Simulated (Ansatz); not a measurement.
# TiOs (Pm-3m): the size of the finite step

```yaml
crystal:
  lattice:
    - [3.06169, 0.00000, 0.00000]
    - [0.00000, 3.06169, 0.00000]
    - [0.00000, 0.00000, 3.06169]
  atoms:
    - { symbol: Ti, position: [0.50000, 0.50000, 0.50000] }
    - { symbol: Os, position: [0.00000, 0.00000, 0.00000] }
```

Conventional cell: a = 3.062 Å, b = 3.062 Å, c = 3.062 Å, α = 90.00°, β = 90.00°, γ = 90.00°. Ti (atom 1) has 8 Os at 2.65 Å as nearest neighbours. Os (atom 2) has 8 Ti at 2.65 Å as nearest neighbours.

Level of theory, where no other is named: PBEsol, PAW on Ansatz 0.2.0's default frozen-core files (fitted under PBE), scalar-relativistic. k mesh 16×16×16, strains of ±0.005, Fermi-Dirac smearing of 0.050 eV, cutoff 420 eV. The cell was relaxed by PAW under this functional.

(1) Elastic constants come from stresses at strains of ±0.005 (two-point stencil): C11 = 489.5, C12 = 154.5, C44 = 126.7 GPa. What does an amplitude of 0.02 give?

Results:

(1) C11 = 492.8, C12 = 154.5, C44 = 126.6 GPa. Nothing moves by 1 %.

Keep in mind: frozen-core PAW files fitted under PBE, their cores solved anew for the functional of the run; responses of metals move with mesh and smearing; no spin-orbit coupling on heavy atoms.
